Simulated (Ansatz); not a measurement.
Sn (Im-3m), stationary points along a deformation path

Theory: Ansatz 0.2.0, DFT PBEsol, scalar-relativistic, plane waves, PAW. Cutoff 420 eV, Γ-centred 20×20×20 k-points, Gaussian smearing of 0.15 eV. No spin polarisation. Energies are free energies at this smearing, counted from the undisturbed cell; pressure is positive in compression.

Reference structure (as given, not relaxed at this level; it stands at -2.2 GPa; this bcc form isn't the usual structure):

```
Sn
1.0
    -1.89465    1.89465    1.89465
     1.89465   -1.89465    1.89465
     1.89465    1.89465   -1.89465
Sn
1
Direct
  0.00000 0.00000 0.00000
```

At fixed volume and fractional coordinates, lengths along (0.577, 0.577, 0.577) are scaled against those across it; ρ is that ratio over its starting value. V = 27.205 Å³/atom. Δσ is the stress along the axis less the mean stress across it (compression positive).

| ρ | ΔE (meV/atom) | Δσ (GPa) | space group |
| --- | --- | --- | --- |
| 0.500 | 4306.7 | 180.36 | R-3m |
| 0.600 | 1700.4 | 89.25 | R-3m |
| 0.710 | 528.2 | 38.30 | R-3m |
| 0.850 | 77.8 | 10.03 | R-3m |
| 0.930 | 11.1 | 3.18 | R-3m |
| 1.000 | 0.0 | 0.00 | Im-3m |
| 1.080 | 9.8 | -2.18 | R-3m |
| 1.200 | 38.8 | -2.56 | R-3m |
| 1.410 | 73.0 | 0.29 | R-3m |
| 1.700 | 28.7 | 2.06 | R-3m |
| 2.000 | 9.4 | 0.00 | Pm-3m |

How does the stress give the slope of the energy, and where is the energy stationary?

Along the path d ln(length) is 2/3 d ln ρ on the axis and −1/3 d ln ρ across it, so dE/d ln ρ = −(2/3) V Δσ: the energy falls with ρ where Δσ is positive. Δσ vanishes or changes sign at ρ = 1.000 (Im-3m), a minimum at 0.0 meV/atom; between ρ = 1.200 and 1.410, a maximum (near 1.39 by linear interpolation); at ρ = 2.000 (Pm-3m, an end of the scan), at 9.4 meV/atom. Pairs of stationary points between two samples would go unseen, and could change a minimum read from distant neighbours into a maximum. At ρ = 1.000, 2.000 the cell is cubic, where symmetry alone makes the stress isotropic and the slope zero.

Which shear constant sets the curvature at ρ = 1?

For a cubic crystal E/V = (2/3) C (ln ρ)² with C = C44, so Δσ = −2C ln ρ. The parabola of Δσ against ln ρ through ρ = 0.930, 1 and 1.080 gives C ≈ 18.2 GPa with the ions clamped, rough because the steps are large. It is the stress–strain coefficient at this cell's pressure of -2.2 GPa, not the zero-pressure constant.

In a metal these slopes depend on the k mesh and the smearing.